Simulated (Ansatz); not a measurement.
Values for one crystal, relaxed and computed with DFT-r²SCAN in the program Ansatz with PAW potentials; other levels are named.

- Volume per atom = 11.92 Å³
- Electronic character = metallic (no gap)
- Pressure derivative B′ = 5.0
- Formation energy from the elements (no fitted shifts) = 0.078 eV/atom
- Bulk modulus (Birch–Murnaghan fit) = 1280 kbar
- Density of states at the Fermi level = 0.27 states/eV per atom (mean over ±0.08 eV)

Task: Which of these materials gives this?
A) Cu2O, anti-CdI2 type
B) Cu4O, Pm-3m (Cu on 1a, Cu on 3c, O on 1b)
C) HfN, Pm-3m (Hf on 3c, N on 3d)
D) Cu3Sb, P6/mmm (Sb on 1a, Cu on 1b, Cu on 2c)

Result: B, Cu4O, Pm-3m (Cu on 1a, Cu on 3c, O on 1b)

The start of the workflow was typed in or built on a structure type; neither database checked (COD, Materials Project) lists it. Its standing as an ambient phase is unchecked. The cell was relaxed with r²SCAN under the symmetry of its start; its stability against distortions is not shown here. The workflow began spin-polarised and lost its moments. The volume moved by 18 % from the start of the relaxation. No Hubbard U is applied. The compound may be a true metal, but semilocal functionals without U, or a wrong spin order, can also close a gap. The references are the lowest solids computed at this level, not always the standard phases (solids in place of the gases).

Potentials: the earlier of the program's two PAW sets.
